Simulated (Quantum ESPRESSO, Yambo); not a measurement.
# G0W0 results for PbSe

```
CELL_PARAMETERS angstrom
      0.00000     3.04822     3.04822
      3.04822     0.00000     3.04822
      3.04822     3.04822     0.00000
ATOMIC_POSITIONS crystal
  Se 0.50000 0.50000 0.50000
  Pb 0.00000 0.00000 0.00000
```

Cell and atoms were relaxed with PBEsol from Materials Project entry mp-2201, within its symmetry.

Starting point: PBE (stringent potentials; pw.x of Quantum ESPRESSO, ONCV potentials, no spin-orbit coupling). G0W0 in Yambo: 4×4×4 Γ-centred k mesh, bands 14 to 267 and a 15 Ry block in the screening, 267 bands in G with the Bruneval-Gonze terminator, plasmon pole fitted at 27.2 eV.

| Item | Result |
|---|---|
| PBE gap along the band path | 0.25 eV |
| PBE gap between the mesh's edge points (L → L) | 0.25 eV |
| G0W0 gap between the same points | 0.36 eV |

```csv
k point,band,E PBE (eV),E QP (eV),shift (eV),Z
Γ,VB,-1.94,-2.51,-0.56,0.78
Γ,CB,4.73,4.73,0.00,0.78
L,VB,0.00,-0.36,-0.36,0.79
L,CB,0.25,0.00,-0.25,0.81
X,VB,-3.32,-3.97,-0.65,0.77
X,CB,3.64,3.33,-0.32,0.81
W,VB,-0.83,-1.29,-0.46,0.79
W,CB,1.87,1.74,-0.13,0.80
```

Energies count from the PBE valence-band maximum.

Nearest settings tried, and what they do to the gap: 143 bands in G: +3 meV; 143 bands in W, 143 bands in G: -19 meV; 9 Ry block (181 vectors against 387): -51 meV. Not varied: mesh. So the settings aren't converged at that level.

Spin-orbit coupling is left out; with 6p states at a band edge it can lower the gap by many tenths of an eV, most of a small gap. So small a PBE gap in heavy elements may be inverted, where one-shot corrections to single bands mislead.
